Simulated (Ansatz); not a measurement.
Input file for Ansatz (an electronic-structure program):

Ansatz 0.2 input:
```yaml
crystal:
  lattice:
    - [4.7226329194, 0.0, 0.0]
    - [0.0, 4.7226329194, 0.0]
    - [0.0, 0.0, 3.1902177864]
  atoms:
    - { symbol: Sn, position: [0.0, 0.0, 0.0] }
    - { symbol: Sn, position: [0.5, 0.5, 0.5] }
    - { symbol: O, position: [0.3060671374, 0.3060671374, 0.0] }
    - { symbol: O, position: [0.8060671374, 0.1939328626, 0.5] }
    - { symbol: O, position: [0.1939328626, 0.8060671374, 0.5] }
    - { symbol: O, position: [0.6939328626, 0.6939328626, 0.0] }
kpoints:
  mp_grid: { grid: [6, 6, 9] }
hamiltonian:
  xc: lda
  pseudopotentials: { kind: paw }
scf:
  occupations: { method: fixed }
phonons:
  method: dfpt
  response_accuracy: low
  eigenvectors: true
  rigid_motions: translations
  dielectric: true
  raman: true
```

Output (shortened):

```
zone centre: on kpoints.mp_grid the ground state, and the responses unless they are solved on pairs of k-points, stand on 164 of the mesh's 324 k-points, …
Pseudopotentials: kind: paw
Pseudopotential: Sn, paw, valence charge 14
Pseudopotential: O, paw, valence charge 6
Functional definition: SPW92
Crystal: 6 atoms, lattice volume = 71.152 Å³
Basis set: ecut = 420 eV, 1411 PW (Γ), exchange–correlation on 64×64×48 points (8 copies of the dense FFT grid, shifted against one another)
Bands: 32, of which v1, the nominal top of the filled ones, is band 26 counted from 1 (25 counted from 0)
Symmetry: 16 space group operations
k-points: 164 of 324 (irreducible under 1 space group operation, time reversal used)
PAW frozen core: Sn, regenerated for the run's functional, and the local potential with it
PAW frozen core: O, regenerated for the run's functional, and the local potential with it
Initial wavefunctions: pseudopotential atomic-orbital guess
Eigensolver: davidson
Functional: x = slater, c = lda
all-band conjugate gradients solve this SCF's bands
SCF 1 converged in 8 iterations: F = -13980.362639 eV  dr2 = 5.66e-11
── the response to a field inside a basis, on 8×8×12 k-points: an SCF that follows is theirs, and a resumed run solves both again ──
Crystal: 6 atoms, lattice volume = 71.152 Å³
Bands: 27, of which v1, the nominal top of the filled ones, is band 26 counted from 1 (25 counted from 0)
k-points: 60
Initial density: handed on by an earlier stage of this run
Initial wavefunctions: pseudopotential atomic-orbital guess (no wavefunctions were taken with the density)
Eigensolver: Dense (60 Hₖ)
all-band conjugate gradients don't solve this SCF's bands (scf.eigensolver.kind)
SCF 1 converged in 7 iterations: F = -13980.345432 eV  dr2 = 2.13e-12
WARN: field response: ε∞ stands inside a basis, on 8×8×12 points …
SCF converged after 8 iterations
Free energy (F): -13980.362639 eV
Harris-Foulkes:  -13980.362639 eV  (|F-HF|=5.46e-12)
Internal energy: -13980.362639 eV  (E = F + TS)
E sigma→0 (E₀):  -13980.362639 eV
Fermi energy:    9.244841 eV
--- Per-component energies (eV) ---
  E_band       = -127.218802
  E_kinetic    = 1081.630658
  E_local      = -2850.784172  (includes V_loc(G=0)·N_el)
  E_nonlocal   = 151.065700
  E_hartree    = 1475.122615
  E_xc         = -1042.091986
  E_vxc        = -564.546684  (∫ρ·V_xc dr)
  E_paw        = -8602.796112  (= ΣΔE_a)
  E_vpaw       = -894.839584  (= ΣTr[D̂ρ^β])
  E_aug_tail   = 0.010192  (compensation charges beyond the density's cutoff)
  E_ewald      = -4193.757016
  E_core_change = 1.237482  (= ΣΔE_core)
  E_smearing   =  0.000000  (= −TS)
  E_closure    = 0.000000  (closes the sum)
  Σ components = -13980.362639   (vs F -13980.362639, Δ=0.00e0)
--- Band table (eV; the first three rows and the last of 164) ---
  k-point 0: bands = ["-11.7767", "-11.0027", "-10.7207", "-10.7019", "-10.7019", "-10.6194", "-10.5599", "-10.4639", "-10.4431", "-10.4431", "-9.5561", "-7.5936", "-7.5936", "-5.7354", "0.9578", "5.0705", "5.0705", "5.1671", "6.0322", "7.1674", "7.3136", …
  k-point 1: bands = ["-11.7172", "-10.9286", "-10.8201", "-10.8201", "-10.6971", "-10.6304", "-10.5546", "-10.4644", "-10.4610", "-10.4610", "-9.4875", "-7.3955", "-7.3955", "-5.8299", "0.9372", "5.0688", "5.1871", "5.1871", "6.1152", "6.3151", "7.2302", …
  k-point 2: bands = ["-11.5567", "-11.0816", "-11.0816", "-10.7877", "-10.6344", "-10.6326", "-10.5401", "-10.4970", "-10.4970", "-10.4667", "-9.2530", "-6.9305", "-6.9305", "-6.1294", "0.9224", "4.8764", "4.9195", "5.4881", "5.4881", "6.3591", "6.5669", …
  k-point 163: bands = ["-11.4878", "-11.4878", "-11.0576", "-11.0576", "-10.5604", "-10.5604", "-10.4844", "-10.4844", "-10.4568", "-10.4568", "-7.5415", "-7.5415", "-6.2086", "-6.2086", "1.1187", "1.1187", "4.1599", "4.1599", "6.5644", "6.5644", "6.8002", …
  band table: 32 of 32 bands, residual norms ≤ 1.0e-3 eV
--- Phonons (Γ-DFPT): 4 representative perturbations + reference, on 164 of 324 k-points (Σ response iterations 12) ---
  k mesh reduced under 1 symmetry operation, with k and −k counted as one. Each operation leaves every solved perturbation unchanged …
  ASR residual: 1.386e-4 → 0.000e0 eV/Å²; symmetrization residual: 4.016e-5 eV/Å²
  ASR residual per site (eV/Å²): 1.39e-4 1.39e-4 9.44e-5 9.44e-5 9.44e-5 9.44e-5
  Γ frequencies (cm⁻¹): 0.00 0.00 0.00 103.64 146.34 223.87 223.87 280.60 280.60 348.18 460.39 466.61 466.61 559.05 596.66 596.66 626.69 754.68
  ε∞ (high-frequency dielectric tensor):
        4.431404     0.000000     0.000000
        0.000000     4.431404     0.000000
        0.000000     0.000000     4.765707
  ε⁰ (static dielectric tensor: ions relaxed, cell fixed):
       12.987636     0.000000     0.000000
        0.000000    12.987636     0.000000
        0.000000     0.000000    10.086695
  ε⁰ − ε∞ (ionic part):
        8.556232     0.000000     0.000000
        0.000000     8.556232     0.000000
        0.000000     0.000000     5.320988
  softest optical mode at Γ: 103.64 cm⁻¹; the repairs (sum rule, projections) moved no ω² at Γ by more than (3.73 cm⁻¹)²
  Born effective charges Z* (e; rows j = field, columns β = displacement):
    site 0:
         4.12059    0.45596    0.00000
         0.45596    4.12059    0.00000
         0.00000    0.00000    4.53341
    site 1:
         4.12059   -0.45596    0.00000
        -0.45596    4.12059    0.00000
         0.00000    0.00000    4.53341
    site 2:
        -2.06030   -0.73197    0.00000
        -0.73197   -2.06030    0.00000
         0.00000    0.00000   -2.26671
    site 3:
        -2.06030    0.73197    0.00000
         0.73197   -2.06030    0.00000
         0.00000    0.00000   -2.26671
    site 4:
        -2.06030    0.73197    0.00000
         0.73197   -2.06030    0.00000
         0.00000    0.00000   -2.26671
    site 5:
        -2.06030   -0.73197    0.00000
        -0.73197   -2.06030    0.00000
         0.00000    0.00000   -2.26671
  Z* charge neutrality: 5.323e-3 e pre-enforcement
  solved inside a basis spanned on kpoints, on 8×8×12 k-points transformed towards the longest dipole: ε∞ is read to err by 1.5e-2, Z* by 2.2e-2 e (field_mesh …
  Raman tensors (in the event stream and the table raman_tensors.tsv) …
  optical modes at Γ without the LO–TO term, one row a degenerate level:
      ω (cm⁻¹)  modes    IR ((D/Å)²/amu)  static Raman (Å⁴/amu)  depolarisation
        103.64      1             0.0000                 0.0212           0.750
        146.34      1             0.0000                 0.0000               —
        223.87      2            19.4512                 0.0000               —
        280.60      2             4.5457                 0.0000               —
        348.18      1             0.0000                 0.0000               —
        460.39      1            37.6243                 0.0000               —
        466.61      2             0.0000                 2.3768           0.750
        559.05      1             0.0000                 0.0000               —
        596.66      2            44.5137                 0.0000               —
        626.69      1             0.0000                47.0619           0.025
        754.68      1             0.0000                13.4952           0.750
  optical modes at Γ + LO–TO along q̂ = [1.0000, 0.0000, 0.0000]:
      ω (cm⁻¹)  modes    IR ((D/Å)²/amu)  static Raman (Å⁴/amu)  depolarisation
        103.64      1             0.0000                 0.0212           0.750
        146.34      1             0.0000                 0.0000               —
        223.87      1             9.7256                 0.0000               —
        264.69      1             0.3980                 0.0000               —
        280.60      1             2.2728                 0.0000               —
        330.78      1             3.9402                 0.0000               —
        348.18      1             0.0000                 0.0000               —
        460.39      1            37.6243                 0.0000               —
        466.61      2             0.0000                 2.3768           0.750
        559.05      1             0.0000                 0.0000               —
        596.66      1            22.2568                 0.0000               —
        626.69      1             0.0000                47.0619           0.025
        732.87      1            29.9171                 0.0000               —
        754.68      1             0.0000                13.4952           0.750
  optical modes at Γ + LO–TO along q̂ = [0.0000, 1.0000, 0.0000]:
      ω (cm⁻¹)  modes    IR ((D/Å)²/amu)  static Raman (Å⁴/amu)  depolarisation
        103.64      1             0.0000                 0.0212           0.750
        146.34      1             0.0000                 0.0000               —
        223.87      1             9.7256                 0.0000               —
        264.69      1             0.3980                 0.0000               —
        280.60      1             2.2728                 0.0000               —
        330.78      1             3.9402                 0.0000               —
        348.18      1             0.0000                 0.0000               —
        460.39      1            37.6243                 0.0000               —
        466.61      2             0.0000                 2.3768           0.750
        559.05      1             0.0000                 0.0000               —
        596.66      1            22.2568                 0.0000               —
        626.69      1             0.0000                47.0619           0.025
        732.87      1            29.9171                 0.0000               —
        754.68      1             0.0000                13.4952           0.750
  optical modes at Γ + LO–TO along q̂ = [0.0000, 0.0000, 1.0000]:
      ω (cm⁻¹)  modes    IR ((D/Å)²/amu)  static Raman (Å⁴/amu)  depolarisation
        103.64      1             0.0000                 0.0212           0.750
        146.34      1             0.0000                 0.0000               —
        223.87      2            19.4512                 0.0000               —
        280.60      2             4.5457                 0.0000               —
        348.18      1             0.0000                 0.0000               —
        466.61      2             0.0000                 2.3768           0.750
        559.05      1             0.0000                 0.0000               —
        596.66      2            44.5137                 0.0000               —
        626.69      1             0.0000                47.0619           0.025
        669.78      1            37.6243                 0.0000               —
        754.68      1             0.0000                13.4952           0.750
```

Cost: about 14 core-minutes (a rough figure) on shared cores.

Space group P4_2/mnm (rutile). The LDA relaxation kept the symmetry of its start; phonons on a q-mesh show no instability. Spin–orbit coupling is left out wherever it is not named.

Potentials: the later of the program's two PAW sets.

Ansatz is a plane-wave DFT program.
